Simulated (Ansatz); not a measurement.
# Calculated ¹⁷O nuclear quadrupole resonance for Ca3P2O8

Cell: a Materials Project structure (computed, not necessarily an observed phase), taken as it stands.

```cif
data_Ca3P2O8
_symmetry_space_group_name_H-M 'C2'
_symmetry_Int_Tables_number 5
_cell_length_a 5.6217
_cell_length_b 8.9201
_cell_length_c 7.2338
_cell_angle_alpha 90.000
_cell_angle_beta 90.538
_cell_angle_gamma 90.000
loop_
_atom_site_label
_atom_site_type_symbol
_atom_site_symmetry_multiplicity
_atom_site_Wyckoff_symbol
_atom_site_fract_x
_atom_site_fract_y
_atom_site_fract_z
Ca1 Ca 2 a 0.5000 0.8117 0.0000
Ca2 Ca 4 c 0.4948 0.4918 0.7270
P4 P 2 b 0.5000 0.8485 0.5000
P5 P 2 a 0.5000 0.1527 0.0000
O6 O 4 c 0.7262 0.9483 0.4941
O8 O 4 c 0.5118 0.7523 0.6806
O10 O 4 c 0.4805 0.2507 0.1715
O12 O 4 c 0.7252 0.0445 0.0084
```

One atom of each set is listed; the run and its k-mesh use a cell of 13 atoms with edges of 5.27, 5.27, 7.23 Å.

Method: Kohn–Sham DFT in Ansatz, PBE, plane waves and PAW, scalar-relativistic, 420 eV cutoff, Γ-centred 5×5×4 k-points, Fermi–Dirac smearing 0.02 eV.

¹⁷O: I = 5/2, Q = -25.58 mb (year-2017 value). Static lattice, zero field.

**Question.** Predict the zero-field ¹⁷O lines of each site.

**Answer.** For I = 5/2 and η = 0 the lines are 3|C_Q|/20 and twice that; η pulls their ratio below 2.

| site | atoms | V_zz (10²¹ V/m²) | C_Q (MHz) | η | line frequencies (MHz) |
| --- | --- | --- | --- | --- | --- |
| O6 | 2 | 9.10 | -5.63 | 0.19 | 0.875, 1.68 |
| O8 | 2 | 9.70 | -6.00 | 0.42 | 1.06, 1.74 |
| O10 | 2 | 7.50 | -4.64 | 0.40 | 0.807, 1.35 |
| O12 | 2 | 7.82 | -4.84 | 0.37 | 0.827, 1.42 |

At O8 and O12 V_zz points along its bond to P (within 5°) in each case. At O6 V_zz points along its shortest bond, to P (within 3°). At O10 V_zz points along the shorter of its two bonds, to P (within 8°).
